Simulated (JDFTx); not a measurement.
An input for JDFTx (a modified build) (Ti(0001), linear PCM (GLSSA13), water, 1 M NaCl; bohr, hartree) and the course of its log:

```
lattice \
  5.5477258648 2.7738629324 0.0000000000 \
  0.0000000000 4.8044715411 0.0000000000 \
  0.0000000000 0.0000000000 53.4792493269
coords-type Lattice
ion Ti 0.0000000001 0.0000000001 -0.1611460314 0
ion Ti 0.6666666668 0.6666666668 -0.0819939930 0
ion Ti 0.0000000001 0.0000000001 0.0000000000 0
ion Ti 0.6666666668 0.6666666668 0.0819939930 0
ion Ti 0.0000000001 0.0000000001 0.1611460314 0
ion-species pseudo/ti_pbe_v1.4.upf
elec-cutoff 20 100
elec-ex-corr gga-PBE
coulomb-interaction Slab 001
coulomb-truncation-embed 0 0 0
kpoint-folding 8 8 1
elec-smearing Fermi 0.01
elec-n-bands 42
target-mu -0.144792
electronic-scf nIterations 100 energyDiffThreshold 1e-07
fluid LinearPCM
pcm-variant GLSSA13
fluid-solvent H2O
fluid-cation Na+ 1
fluid-anion Cl- 1
fluid-minimize nIterations 400 knormThreshold 1e-12
wavefunction read f0.wfns
elec-initial-eigenvals f0.eigenvals
elec-initial-fillings read f0.fillings
fluid-initial-state f0.fluidState
dump-name f0_u0.$VAR
dump End State Ecomponents EigStats BandEigs Forces ElecDensity IonicPositions Fillings Kpoints Dtot FluidDebug BoundCharge FluidDensity
```

```
[one cycle in 5 is shown, and the last three; fluid-solver lines are left out]
	FillingsUpdate:  mu: -0.144792000  nElectrons: 59.550590
SCF: Cycle:  0   G: -282.748317357487281   dG: +1.127e-01   |Residual|: 2.806e-02   |deigs|: 1.471e-07
	FillingsUpdate:  mu: -0.144792000  nElectrons: 59.882772
SCF: Cycle:  5   G: -282.854318123799715   dG: -2.409e-03   |Residual|: 7.679e-03   |deigs|: 1.139e-04
	FillingsUpdate:  mu: -0.144792000  nElectrons: 59.922910
SCF: Cycle: 10   G: -282.858425204158550   dG: -1.541e-04   |Residual|: 4.374e-03   |deigs|: 8.661e-06
	FillingsUpdate:  mu: -0.144792000  nElectrons: 59.949860
SCF: Cycle: 15   G: -282.860464820851178   dG: -1.535e-03   |Residual|: 2.032e-03   |deigs|: 1.274e-04
	FillingsUpdate:  mu: -0.144792000  nElectrons: 59.931730
SCF: Cycle: 20   G: -282.859722342737200   dG: -1.604e-03   |Residual|: 2.926e-03   |deigs|: 9.961e-05
	FillingsUpdate:  mu: -0.144792000  nElectrons: 59.929118
SCF: Cycle: 25   G: -282.860026619818768   dG: +9.562e-05   |Residual|: 2.596e-03   |deigs|: 1.077e-05
	FillingsUpdate:  mu: -0.144792000  nElectrons: 59.914477
SCF: Cycle: 30   G: -282.859343365276970   dG: +3.474e-04   |Residual|: 3.619e-03   |deigs|: 3.402e-05
	FillingsUpdate:  mu: -0.144792000  nElectrons: 59.927101
SCF: Cycle: 35   G: -282.859781627772634   dG: +4.823e-04   |Residual|: 2.836e-03   |deigs|: 4.413e-05
	FillingsUpdate:  mu: -0.144792000  nElectrons: 59.934395
SCF: Cycle: 40   G: -282.860620962423184   dG: -7.413e-04   |Residual|: 1.770e-03   |deigs|: 1.081e-04
	FillingsUpdate:  mu: -0.144792000  nElectrons: 59.906425
SCF: Cycle: 45   G: -282.859067025951219   dG: -1.073e-03   |Residual|: 3.687e-03   |deigs|: 6.214e-05
	FillingsUpdate:  mu: -0.144792000  nElectrons: 59.887702
SCF: Cycle: 50   G: -282.858438524596579   dG: -4.436e-03   |Residual|: 4.275e-03   |deigs|: 2.066e-04
	FillingsUpdate:  mu: -0.144792000  nElectrons: 59.902113
SCF: Cycle: 55   G: -282.859490529219386   dG: -3.379e-03   |Residual|: 3.362e-03   |deigs|: 2.013e-04
	FillingsUpdate:  mu: -0.144792000  nElectrons: 59.755183
SCF: Cycle: 60   G: -282.842314548845877   dG: +8.528e-03   |Residual|: 1.185e-02   |deigs|: 2.313e-04
	FillingsUpdate:  mu: -0.144792000  nElectrons: 59.802275
SCF: Cycle: 65   G: -282.846605187202101   dG: -2.494e-03   |Residual|: 1.033e-02   |deigs|: 5.819e-05
	FillingsUpdate:  mu: -0.144792000  nElectrons: 59.243221
SCF: Cycle: 70   G: -282.625173020904924   dG: -1.111e-02   |Residual|: 4.208e-02   |deigs|: 7.115e-05
	FillingsUpdate:  mu: -0.144792000  nElectrons: 59.677095
SCF: Cycle: 75   G: -282.826166998791223   dG: +8.991e-03   |Residual|: 1.607e-02   |deigs|: 1.652e-04
	FillingsUpdate:  mu: -0.144792000  nElectrons: 59.351316
SCF: Cycle: 80   G: -282.693502182154248   dG: +1.292e-01   |Residual|: 3.570e-02   |deigs|: 1.501e-03
	FillingsUpdate:  mu: -0.144792000  nElectrons: 58.678099
SCF: Cycle: 85   G: -282.101070071583024   dG: +3.862e-01   |Residual|: 7.634e-02   |deigs|: 1.683e-03
	FillingsUpdate:  mu: -0.144792000  nElectrons: 59.291607
SCF: Cycle: 90   G: -282.658473212896752   dG: -5.145e-01   |Residual|: 3.964e-02   |deigs|: 2.318e-03
	FillingsUpdate:  mu: -0.144792000  nElectrons: 58.983936
SCF: Cycle: 95   G: -282.422429966557218   dG: -1.248e+00   |Residual|: 5.781e-02   |deigs|: 4.168e-03
	FillingsUpdate:  mu: -0.144792000  nElectrons: 59.097631
SCF: Cycle: 97   G: -282.520447015907394   dG: -3.002e-01   |Residual|: 5.089e-02   |deigs|: 1.386e-03
	FillingsUpdate:  mu: -0.144792000  nElectrons: 59.233043
SCF: Cycle: 98   G: -282.620448589264072   dG: -1.000e-01   |Residual|: 4.249e-02   |deigs|: 6.021e-04
	FillingsUpdate:  mu: -0.144792000  nElectrons: 59.427434
SCF: Cycle: 99   G: -282.736061482244679   dG: -1.156e-01   |Residual|: 3.053e-02   |deigs|: 8.530e-04
SCF: None of the convergence criteria satisfied after 100 iterations.
IonicMinimize: Iter:   0  G: -282.736061482244679  |grad|_K:  0.000e+00
IonicMinimize: Converged (|grad|_K<1.000000e-04).
```

This run gave no converged result. The electronic loop ended without meeting its threshold, so the last energy, electron count and forces aren't results.
